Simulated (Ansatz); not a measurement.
SnC:
```
SnC
1.0
    3.10406     0.00000     0.00000
    0.00000     3.10406     0.00000
    0.00000     0.00000     3.10406
Sn C
1 1
Cartesian
  0.00000   0.00000   0.00000
  1.55203   1.55203   1.55203
```

Relaxed with PBE. Special points in fractions of this cell's reciprocal vectors: Γ (0.000, 0.000, 0.000); X (0.000, 0.500, 0.000); M (0.500, 0.500, 0.000); R (0.500, 0.500, 0.500).

**Question.** List the band energies nearest the Fermi level at these points for the program Ansatz at the PBE with spin–orbit coupling level (PAW).

**Answer.** In eV from the Fermi level; about four levels below and three above (degenerate sets whole), none deeper than 8.9 eV; … stands for higher levels left out; points with the same levels are listed once.

```json
[
 {"k": "Γ", "below": "-0.82 -0.82 -0.82 -0.82", "above": "7.12 7.12 7.12 7.12"},
 {"k": "X", "below": "–", "above": "0.76 0.76 0.78 0.78"},
 {"k": "M", "below": "-5.34 -5.34 -5.02 -5.02", "above": "1.10 1.10 5.91 5.91"},
 {"k": "R", "below": "-0.33 -0.33 -0.33 -0.33", "above": "…"}
]
```

Space group Pm-3m (CsCl type). A made-up cell: these elements were put on the sites of a structure type; neither database checked (COD, Materials Project) lists it. Its standing as an ambient phase is unchecked. The cell was relaxed with PBE under the symmetry of its start; its stability against distortions is not shown here.

Potentials: the later of the program's two PAW sets.
